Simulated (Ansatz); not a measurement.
V (bcc, W type)

```
CELL_PARAMETERS angstrom
     -1.49237     1.49237     1.49237
      1.49237    -1.49237     1.49237
      1.49237     1.49237    -1.49237
ATOMIC_POSITIONS crystal
  V  0.00000 0.00000 0.00000
```

The volume is varied about the relaxed value V₀ at fixed cell shape. Symmetry pins the atoms to their sites.

Computed with r2SCAN (plane waves to 500 eV, PAW, scalar-relativistic; Ansatz, an electronic-structure program). k mesh 22×22×22 (Γ-centred), Fermi-Dirac smearing 0.05 eV. Energies are smeared free energies. Compression counts positive. The PAW data are Ansatz's earlier set. V is run without spin polarisation. V was relaxed with its symmetry unable to fall. ΔE is measured from the relaxed starting cell. The last digit holds for this mesh only.

```json
[
 {"V (Å³/atom)": "12.497", "ΔE (meV/atom)": "31.7"},
 {"V (Å³/atom)": "12.657", "ΔE (meV/atom)": "19.9"},
 {"V (Å³/atom)": "12.816", "ΔE (meV/atom)": "11.0"},
 {"V (Å³/atom)": "12.976", "ΔE (meV/atom)": "4.8"},
 {"V (Å³/atom)": "13.136", "ΔE (meV/atom)": "1.2"},
 {"V (Å³/atom)": "13.295", "ΔE (meV/atom)": "0.0"},
 {"V (Å³/atom)": "13.455", "ΔE (meV/atom)": "1.1"},
 {"V (Å³/atom)": "13.614", "ΔE (meV/atom)": "4.4"},
 {"V (Å³/atom)": "13.774", "ΔE (meV/atom)": "9.8"},
 {"V (Å³/atom)": "13.933", "ΔE (meV/atom)": "17.1"},
 {"V (Å³/atom)": "14.093", "ΔE (meV/atom)": "withheld"}
]
```

Problem. Fit a third-order Birch-Murnaghan form (E₀, V₀, B₀, B₀′ free) to the given rows and predict ΔE at V = 14.093.

Solution. Least squares on the 10 given rows: ΔE = E₀ + (9V₀B₀/16)·y²·[2 + (B₀′ − 4)y], y = (V₀/V)^(2/3) − 1, with V₀ = 13.296 Å³/atom, B₀ = 192.8 GPa (160.2 GPa = 1 eV/Å³; the term in eV is multiplied by 1000), B₀′ = 3.50, E₀ = -0.01 meV/atom; root-mean-square residual 0.01 meV/atom. At 14.093 the fit gives 26.3 meV/atom; the calculation gives 26.3 meV/atom, the same to the digits shown. For the pressure the fit gives -10.1 GPa against the computed -10.1 GPa.

(A scan under strain: stresses follow from slopes of the energy per volume, elastic moduli from its curvatures.)
